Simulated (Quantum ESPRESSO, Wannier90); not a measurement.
MgSe (rock salt): Wannier90 run

Cell from Materials Project (mp-10760), symmetrised, no further relaxation. COD (Crystallography Open Database) has an entry of this formula and space group (matched by these alone). Computed values, not measurements, from PBEsol: Quantum ESPRESSO (norm-conserving PseudoDojo potentials, cutoff 69 Ry, no spin polarisation, no spin-orbit coupling) on a Γ-centred 10×10×10 mesh, then Wannier90. Density: 10×10×10 mesh, cold smearing 0.01 Ry. Spin-orbit coupling, left out, would split the p-like bands by a few tenths of an eV.

Input w.win:

```
num_bands = 15
num_wann = 8
exclude_bands = 1-9
num_iter = 0
conv_tol = 1.0e-6
conv_window = 4
dis_num_iter = 1000
dis_conv_tol = 1.0e-6
dis_froz_max = 11.12
write_hr = true
write_u_matrices = true
begin projections
Mg: s;p
Se: s;p
end projections
begin unit_cell_cart
ang
    0.0000000000    2.7337250000    2.7337250000
    2.7337250000    0.0000000000    2.7337250000
    2.7337250000    2.7337250000    0.0000000000
end unit_cell_cart
begin atoms_frac
Mg   0.0000000000  0.0000000000  0.0000000000
Se   0.5000000000  0.5000000000  0.5000000000
end atoms_frac
mp_grid = 10 10 10
begin kpoints
0.0000000000 0.0000000000 0.0000000000
0.0000000000 0.0000000000 0.1000000000
0.0000000000 0.0000000000 0.2000000000
... (997 more lines: the 10x10x10 mesh through Gamma)
end kpoints
```

On the energy scale of pw.x, whose zero is arbitrary, the valence-band maximum lies at 7.86 eV. Lines of w_hr.dat (R1 R2 R3 m n Re Im, eV) for R = 0 and one of the shortest lattice vectors, rounded to 0.01 eV, lines under 0.02 eV left out; orbitals in order: Mg1 s, Mg1 pz, Mg1 px, Mg1 py, Se2 s, Se2 pz, Se2 px, Se2 py.

```
    0    0    0    1    1    10.74     0.00
    0    0    0    2    2    14.42     0.00
    0    0    0    6    2    -0.03     0.00
    0    0    0    3    3    14.43     0.00
    0    0    0    7    3    -0.03     0.00
    0    0    0    4    4    14.43     0.00
    0    0    0    8    4    -0.03     0.00
    0    0    0    5    5    -2.70     0.00
    0    0    0    2    6    -0.03     0.00
    0    0    0    6    6     8.21     0.00
    0    0    0    3    7    -0.03     0.00
    0    0    0    7    7     8.21     0.00
    0    0    0    4    8    -0.03     0.00
    0    0    0    8    8     8.21     0.00
   -1    0    0    1    1    -0.06     0.00
   -1    0    0    2    1     0.11     0.00
   -1    0    0    4    1     0.11     0.00
   -1    0    0    1    2    -0.11     0.00
   -1    0    0    2    2     0.26     0.00
   -1    0    0    4    2     0.36     0.00
   -1    0    0    3    3    -0.09     0.00
   -1    0    0    1    4    -0.11     0.00
   -1    0    0    2    4     0.36     0.00
   -1    0    0    4    4     0.26     0.00
   -1    0    0    1    5    -0.89     0.00
   -1    0    0    3    5    -1.54     0.00
   -1    0    0    5    5     0.02     0.00
   -1    0    0    6    5    -0.04     0.00
   -1    0    0    8    5    -0.04     0.00
   -1    0    0    2    6    -0.65     0.00
   -1    0    0    5    6     0.04     0.00
   -1    0    0    6    6    -0.06     0.00
   -1    0    0    1    7     1.84     0.00
   -1    0    0    3    7     2.71     0.00
   -1    0    0    4    8    -0.65     0.00
   -1    0    0    5    8     0.04     0.00
   -1    0    0    8    8    -0.06     0.00
```
